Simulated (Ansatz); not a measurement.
Relaxation path: diamond Ge (110), 3 layers

DFT, PBE, PAW with Ansatz's default frozen-core files, scalar-relativistic (Ansatz 0.2.0); a Γ-centred 8×5×1 k mesh, Fermi–Dirac smearing of 0.02 eV, no spin polarisation. The run relaxes the atoms in the fixed cell.

Command: `ansatz run input.yaml --threads 2 --pin off --max-ram 4096MiB --backend cpu --events-out ev --progress --plain --runs-dir out` It took 57 s on 2 threads of Arm Neoverse V2, on a shared host, peak memory 0.74 GiB.

```yaml
crystal:
  lattice:
    - [4.0736070244, 0.0, 0.0]
    - [0.0, 5.7609503017, 0.0]
    - [0.0, 0.0, 20.0736]
  atoms:
    - { symbol: Ge, position: [0.75, 0.125, 0.3985332221] }
    - { symbol: Ge, position: [0.25, 0.875, 0.3985332221] }
    - { symbol: Ge, position: [0.25, 0.625, 0.5] }
    - { symbol: Ge, position: [0.75, 0.375, 0.5] }
    - { symbol: Ge, position: [0.75, 0.125, 0.6014667779] }
    - { symbol: Ge, position: [0.25, 0.875, 0.6014667779] }
kpoints:
  mp_grid: { grid: [8, 5, 1] }
scf:
  occupations: { method: fermi_dirac, width: 0.02 }
hamiltonian:
  xc: pbe
  pseudopotentials: { kind: paw }
output:
  forces: true
  stress: true
  eigenvalues: true
  write_density: true
  write_potential: true
  elf: true
  volumetric_format: npy
relax:
  f_tol: 0.01
  max_steps: 40
efield:
  axis: 3
  amplitude: 0
  dipole_correction: true
```

Each step lists its free energy a cell above the last geometry, and Cartesian positions (Å) with forces (eV/Å).

The first step:

```
step 1  dF = 34.33 meV
  Ge 3.0552 0.7201 8.0000   0.0000 -0.3479 0.0896
  Ge 1.0184 5.0408 8.0000   0.0000 0.3479 0.0896
  Ge 1.0184 3.6006 10.0368   0.0000 -0.0435 0.0000
  Ge 3.0552 2.1604 10.0368   0.0000 0.0435 0.0000
  Ge 3.0552 0.7201 12.0736   0.0000 -0.3479 -0.0896
  Ge 1.0184 5.0408 12.0736   0.0000 0.3479 -0.0896
```

Real surfaces of this kind reconstruct, which a 1×1 cell forbids.

Question: Where does the relaxation end, and by which steps?

Answer: After 4 geometries, with a shortest distance of 2.456 Å. The further steps:
```
step 2  dF = 0.68 meV
  Ge 3.0552 0.6828 8.0475   0.0000 0.0475 0.0113
  Ge 1.0184 5.0782 8.0475   0.0000 -0.0475 0.0113
  Ge 1.0184 3.5931 10.0368   0.0000 -0.0522 0.0000
  Ge 3.0552 2.1679 10.0368   0.0000 0.0522 0.0000
  Ge 3.0552 0.6828 12.0261   0.0000 0.0475 -0.0113
  Ge 1.0184 5.0782 12.0261   0.0000 -0.0475 -0.0113
step 3  dF = 0.01 meV
  Ge 3.0552 0.6860 8.0517   0.0000 0.0035 0.0022
  Ge 1.0184 5.0750 8.0517   0.0000 -0.0035 0.0022
  Ge 1.0184 3.5872 10.0368   0.0000 0.0125 0.0000
  Ge 3.0552 2.1738 10.0368   0.0000 -0.0125 0.0000
  Ge 3.0552 0.6860 12.0219   0.0000 0.0035 -0.0022
  Ge 1.0184 5.0750 12.0219   0.0000 -0.0035 -0.0022
step 4  dF = 0.00 meV
  Ge 3.0552 0.6861 8.0515   0.0000 0.0009 0.0010
  Ge 1.0184 5.0748 8.0515   0.0000 -0.0009 0.0010
  Ge 1.0184 3.5879 10.0368   0.0000 0.0025 0.0000
  Ge 3.0552 2.1731 10.0368   0.0000 -0.0025 0.0000
  Ge 3.0552 0.6861 12.0221   0.0000 0.0009 -0.0010
  Ge 1.0184 5.0748 12.0221   0.0000 -0.0009 -0.0010
```
